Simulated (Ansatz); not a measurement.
InP:
```yaml
crystal:
  lattice:
    - [4.18191, 0.00000, 0.00000]
    - [-2.09096, 3.62164, 0.00000]
    - [0.00000, 0.00000, 9.39113]
  atoms:
    - { symbol: In, position: [0.00000, 0.49945, 0.66667] }
    - { symbol: In, position: [0.50055, 0.50055, 0.00000] }
    - { symbol: In, position: [0.49945, 0.00000, 0.33333] }
    - { symbol: P, position: [0.00000, 0.49971, 0.16667] }
    - { symbol: P, position: [0.50029, 0.50029, 0.50000] }
    - { symbol: P, position: [0.49971, 0.00000, 0.83333] }
```

Relaxed with PBE. Special points in fractions of this cell's reciprocal vectors: Γ (0.000, 0.000, 0.000); M (0.500, 0.000, 0.000); K (0.333, 0.333, 0.000); A (0.000, 0.000, 0.500); L (0.500, 0.000, 0.500); H (0.333, 0.333, 0.500).

Task: List the band energies nearest the Fermi level at these points for DFT-PBE in the program Ansatz with PAW potentials.

Result: In eV from the Fermi level; about four levels below and three above (degenerate sets whole), none deeper than 8.9 eV; points with the same levels are listed once.

```tsv
k	below	above
Γ	-0.53 -0.53 -0.34 -0.22 -0.01	1.97 1.97 3.75 3.75
M	-1.99 -1.58 -1.39 -1.23	1.01 1.13 2.07
K	-2.90 -2.90 -1.97 -1.38 -1.38	0.55 2.37 2.37
A	-0.52 -0.44 -0.44 -0.17	1.58 1.58 1.89
L	-1.83 -1.81 -1.63 -1.42	1.02 1.77 2.51
H	-3.10 -3.10 -1.72 -1.06	2.39 2.44 2.44
```

Space group P6_422. The start of the workflow was typed in or built on a structure type; neither database checked (COD, Materials Project) lists it. It is not the phase usual at ambient conditions (space group No. 216). Symmetry was held in the PBE relaxation; its stability against distortions is not shown here. Point labels and valley counts follow the cell and symmetry of the run, lower than the named group. The Fermi level of a semimetal is unsure by some 0.05 eV on such meshes. Scalar-relativistic: spin–orbit coupling is off unless named, which matters more the heavier the elements.

Potentials: the earlier of the program's two PAW sets.
